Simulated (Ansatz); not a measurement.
The relaxed structure here is a generated cell of SnSe: the first start was made by placing the elements on the sites of a structure type, and the end was not matched to a known phase here, so it may be hypothetical. Known forms of SnSe include space group No. 62.

A structure of SnSe relaxed with PBEsol (plane waves to 420 eV, PAW, scalar-relativistic; Ansatz, an electronic-structure program); single points at other levels follow on the same geometry (Ansatz, PAW; HSE06 at 420 eV on a 4×4×4 k-mesh; no spin-orbit coupling). Space group P2₁3 (No. 198).

```yaml
crystal:
  lattice:
    - [6.10058, 0.00000, 0.00000]
    - [0.00000, 6.10058, 0.00000]
    - [0.00000, 0.00000, 6.10058]
  atoms:
    - { symbol: Se, position: [0.06831, 0.06831, 0.06831] }
    - { symbol: Se, position: [0.56831, 0.43169, 0.93169] }
    - { symbol: Se, position: [0.93169, 0.56831, 0.43169] }
    - { symbol: Se, position: [0.43169, 0.93169, 0.56831] }
    - { symbol: Sn, position: [0.32908, 0.32908, 0.32908] }
    - { symbol: Sn, position: [0.82908, 0.17092, 0.67092] }
    - { symbol: Sn, position: [0.67092, 0.82908, 0.17092] }
    - { symbol: Sn, position: [0.17092, 0.67092, 0.82908] }
```

```tsv
level	gap (eV)	kind	conduction minimum
PBEsol	0.54	indirect	50 % of the way from Γ to X
HSE06	(withheld)	–	(withheld)
```

**Question.** Some entries are withheld; supply them.

**Answer.** 
- HSE06, gap (eV): 0.95
- HSE06, conduction minimum: k = (0, 0.25, 0)

HSE06 gaps come from a coarse mesh plus a few chosen points, so they may be too large. No spin polarisation in the result.

The run could not lose the symmetry of its start, so the end can be a saddle point.
